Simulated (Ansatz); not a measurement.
## P: energy along a strain

P, P4/nmm, a = 9.200 Å, c = 7.400 Å. This isn't the element's structure at ambient conditions. Ansatz: PBEsol, PAW, 420 eV, Γ-centred 4×4×4 mesh on 4 atoms, Gaussian smearing 0.05 eV; collinear spin, largest moment 2.9 μB. Cell vectors (Å): 9.200 0.000 0.000; 0.000 9.200 0.000; 0.000 0.000 7.400. The cell is strained by x per cent times the pattern (1 1 0 0 0 0) in the order xx yy zz yz xz xy (engineering shears), with fractional coordinates held. y is the free energy over the start, V0 = 156.584 Å³/atom.

| x (%) | y (meV/atom) |
| --- | --- |
| -2.00 | 0.07 |
| -1.50 | 0.04 |
| -1.00 | 0.02 |
| -0.50 | 0.01 |
| 0.00 | 0.00 |
| 0.50 | -0.01 |
| 1.00 | -0.01 |
| 1.50 | -0.01 |
| 1.75 | 0.00 |
| 2.00 | ? |

Question: Fit y = c2 x² + c3 x³ to the other rows, get the stiffness along the pattern, and predict the missing energy.

Answer: Least squares on the rows shown. y = 0.007214 x² − 0.005520 x³. The clamped-ion stiffness p·C·p = 2 × 0.07214 eV × 160.2 / 156.584 Å³ = 0.1 GPa. With a term in x⁴ added, the coefficient of x² becomes 0.006563, 9 % less, which shows how far this figure hangs on the form. At x = 2.00 the fit asked for gives -0.02 meV/atom. The run gave 0.00 meV/atom, so the fit is 0.02 meV/atom too low, small in itself but 25 % of the span of the series.